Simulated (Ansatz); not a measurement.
VAg3O4:
```xyz
8
Lattice="-2.4627 2.4627 4.8590 2.4627 -2.4627 4.8590 2.4627 2.4627 -4.8590" Properties=species:S:1:pos:R:3 pbc="T T T"
V      0.0000     0.0000     0.0000
Ag     0.0000     2.4627     2.4295
Ag     2.4627     0.0000     2.4295
Ag     0.0000     0.0000     4.8590
O     -1.4639     1.4639     3.8648
O      1.4639     1.4639     5.8532
O      1.4639    -1.4639     3.8648
O      0.9988     0.9988     0.9942
```

x, y and z are the axes in which the lattice vectors are written.

Q: Give the high-frequency dielectric tensor and the Born effective charge tensors of the independent atoms from DFPT, the program Ansatz at the PBEsol level (PAW).

A: 
ε∞:
```
5.93  0.00  0.00
0.00  5.93  0.00
0.00  0.00  6.22
```
Z* of atom 1 (V), rows: field, columns: displacement, in e:
```
4.35  0.00  0.00
0.00  4.35  0.00
0.00  0.00  4.37
```
Z* of atom 2 (Ag), rows: field, columns: displacement, in e:
```
 1.14   0.08   0.00
-0.08   1.14   0.00
 0.00   0.00   1.42
```
Z* of atom 4 (Ag), rows: field, columns: displacement, in e:
```
1.47  0.00  0.00
0.00  1.47  0.00
0.00  0.00  0.85
```
Z* of atom 5 (O), rows: field, columns: displacement, in e:
```
-2.02   0.88   0.96
 0.88  -2.02  -0.96
 0.88  -0.88  -2.02
```

Static charges for comparison (Bader): V1 +2.10, Ag2 +0.65, Ag4 +0.65, O5 -1.01 e. Born charges measure polarisation by displacement and can exceed these by far.

Space group I-42m. The workflow started from a Materials Project entry (that database holds measured and hypothetical structures alike); the Crystallography Open Database files this formula in space group No. 121, but the cells were not matched. Whether it is the stable phase at ambient conditions was not checked. Symmetry was held in the PBEsol relaxation; its stability against distortions is not shown here. No spin polarisation was allowed. No Hubbard U is applied. Scalar-relativistic: spin–orbit coupling is off unless named, which matters more the heavier the elements.

Potentials: the later of the program's two PAW sets.
